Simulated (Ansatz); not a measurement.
YSb (rock salt, space group No. 225) under volume change, DFT-PBEsol in the program Ansatz with PAW potentials, scaled uniformly.

```json
[
 {"V (Å³/atom)": "26.037", "E − E(relaxed) (meV/atom)": "55.4", "P (GPa)": "7.45"},
 {"V (Å³/atom)": "26.896", "E − E(relaxed) (meV/atom)": "23.3", "P (GPa)": "4.58"},
 {"V (Å³/atom)": "27.754", "E − E(relaxed) (meV/atom)": "___", "P (GPa)": "___"},
 {"V (Å³/atom)": "28.612", "E − E(relaxed) (meV/atom)": "0.0", "P (GPa)": "0.00"},
 {"V (Å³/atom)": "29.471", "E − E(relaxed) (meV/atom)": "5.0", "P (GPa)": "-1.83"},
 {"V (Å³/atom)": "30.329", "E − E(relaxed) (meV/atom)": "19.2", "P (GPa)": "-3.41"},
 {"V (Å³/atom)": "31.188", "E − E(relaxed) (meV/atom)": "___", "P (GPa)": "___"}
]
```

Question: Complete the blanks.

Answer: 
- 31.188, E − E(relaxed) (meV/atom): 41.1
- 31.188, P (GPa): -4.76
- 27.754, E − E(relaxed) (meV/atom): 5.5
- 27.754, P (GPa): 2.12

Question: What does a third-order Birch–Murnaghan fit give for V₀, B₀ and B′?

Answer: V₀ = 28.61 Å³/atom, B₀ = 65.6 GPa, B′ = 4.0.

Space group Fm-3m (rock salt). The workflow started from a Materials Project entry (that database holds measured and hypothetical structures alike); the Crystallography Open Database files this formula in space group No. 225, but the cells were not matched. Its standing as an ambient phase is unchecked. The cell was relaxed with PBEsol under the symmetry of its start; of distortions, only those at the zone centre were tested. No spin polarisation was allowed. Spin–orbit coupling is left out wherever it is not named.

Potentials: the later of the program's two PAW sets.
